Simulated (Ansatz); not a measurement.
Starting cell, Lu (hcp, Mg type):

```
Lu
1.0
    3.50442     0.00000     0.00000
   -1.75221     3.03492     0.00000
    0.00000     0.00000     5.45153
Lu
2
Direct
  0.33333   0.66667   0.75000
  0.66667   0.33333   0.25000
```

In each cell atom 1 (Lu, nearest neighbour Lu at 3.395 Å; its periodic images, 3.5 Å or more away, move with it) moves by s·(0.707, 0.707, 0.000) (along Cartesian [110]), the rest being held.

Method: r2SCAN (plane waves to 500 eV, PAW, scalar-relativistic; Ansatz, a program for electronic structure). k mesh 12×12×7 (Γ-centred), Fermi-Dirac smearing 0.05 eV. E stands for the smeared free energy. With partly filled bands, energies and forces of such displacements shift with the k mesh and the smearing. Lu is run without spin polarisation. Lu was relaxed with its symmetry unable to fall. The PAW data are Ansatz's earlier set. ΔE is measured from the undisplaced structure. The last digit holds for this mesh only.

```csv
s (Å),ΔE (meV/cell)
-0.340,93.1
-0.272,59.4
-0.204,33.3
-0.136,14.7
-0.068,3.6
0.000,0.0
0.068,3.4
0.136,13.4
0.204,30.0
0.272,52.8
0.340,81.2
```

What force constant k = d²E/ds² at s = 0 does the table give?

1.5 eV/Å². It is the second difference of the nearest points, corrected with the next pair.

With k = 1.51 eV/Å² from the forces, is the well harmonic out to s = 0.340 Å?

½ks² = 87 meV/cell against the computed 81 meV/cell, so the well is softer than harmonic there.

(For displaced atoms, the force is minus the slope of the energy, and its curvature is a force constant, which sets phonon frequencies.)
